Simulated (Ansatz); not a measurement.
In:
```cif
data_In3
_chemical_formula_sum 'In3'
_space_group_name_H-M_alt 'P 1'
_space_group_IT_number 1
_cell_length_a 8.66593
_cell_length_b 8.66593
_cell_length_c 8.66593
_cell_angle_alpha 21.868
_cell_angle_beta 21.868
_cell_angle_gamma 21.868
loop_
_space_group_symop_operation_xyz
  'x, y, z'
loop_
_atom_site_label
_atom_site_type_symbol
_atom_site_fract_x
_atom_site_fract_y
_atom_site_fract_z
_atom_site_occupancy
In1 In 0.00000 0.00000 0.00000 1
In2 In 0.77782 0.77782 0.77782 1
In3 In 0.22218 0.22218 0.22218 1
```

Relaxed with r²SCAN.

### Question
Which orbitals make up the states near the Fermi level in r²SCAN (plane waves, PAW; program Ansatz)?

### Answer
Within 0.5 eV of the Fermi level: In 5p 68 %, In 5s 29 %. Projections are on Löwdin-orthogonalised atomic valence shells; empty p or d shells of many metals are not among them.

### Question
Tabulate the density of states.

### Answer
States/eV per cell of 3 atoms, in 0.25 eV bins, energy from the Fermi level.

```csv
E (eV),total,In 5p,In 5s,In 4d
-7.85,0.63,0.34,0.29,0.00
-7.60,0.66,0.36,0.30,0.00
-7.35,0.70,0.38,0.31,0.00
-7.10,0.73,0.41,0.32,0.01
-6.85,0.76,0.42,0.33,0.01
-6.60,0.80,0.44,0.35,0.01
-6.35,0.83,0.45,0.36,0.01
-6.10,0.86,0.47,0.38,0.01
-5.85,0.89,0.48,0.40,0.01
-5.60,0.93,0.49,0.43,0.01
-5.35,0.97,0.50,0.46,0.01
-5.10,1.05,0.51,0.53,0.01
-4.85,1.14,0.53,0.60,0.01
-4.60,1.07,0.49,0.56,0.01
-4.35,0.99,0.45,0.52,0.01
-4.10,1.03,0.46,0.55,0.01
-3.85,0.97,0.42,0.53,0.01
-3.60,1.02,0.48,0.53,0.01
-3.35,1.08,0.52,0.55,0.01
-3.10,1.12,0.52,0.58,0.01
-2.85,1.13,0.54,0.58,0.01
-2.60,1.23,0.60,0.62,0.01
-2.35,1.12,0.56,0.54,0.01
-2.10,0.93,0.57,0.35,0.01
-1.85,0.93,0.65,0.27,0.01
-1.60,1.17,0.87,0.28,0.01
-1.35,1.27,0.93,0.32,0.01
-1.10,1.41,1.02,0.37,0.01
-0.85,1.39,0.96,0.41,0.01
-0.60,1.34,0.92,0.39,0.01
-0.35,1.30,0.89,0.38,0.01
-0.10,1.36,0.93,0.40,0.01
0.15,1.47,1.01,0.42,0.01
0.40,1.26,0.87,0.36,0.01
0.65,1.28,0.89,0.35,0.01
0.90,1.38,0.97,0.37,0.01
1.15,1.51,1.08,0.38,0.01
1.40,1.52,1.09,0.37,0.01
1.65,1.54,1.13,0.36,0.01
1.90,1.56,1.16,0.34,0.01
2.15,1.51,1.12,0.33,0.01
2.40,1.46,1.09,0.30,0.01
2.65,1.57,1.19,0.30,0.01
2.90,1.63,1.24,0.30,0.01
3.15,1.53,1.17,0.27,0.01
3.40,1.59,1.22,0.26,0.01
3.65,1.72,1.34,0.26,0.01
3.90,1.63,1.26,0.24,0.00
4.15,1.62,1.26,0.23,0.00
4.40,1.68,1.32,0.22,0.00
4.65,1.94,1.54,0.20,0.00
```

Space group R-3m (9R (Sm type)). The workflow started from a Materials Project entry (that database holds measured and hypothetical structures alike); the Crystallography Open Database copy checked does not list it. It is not the phase usual at ambient conditions (space group No. 139). The cell was relaxed with r²SCAN under the symmetry of its start; its stability against distortions is not shown here. Scalar-relativistic: spin–orbit coupling is off unless named, which matters more the heavier the elements.

Potentials: the later of the program's two PAW sets.
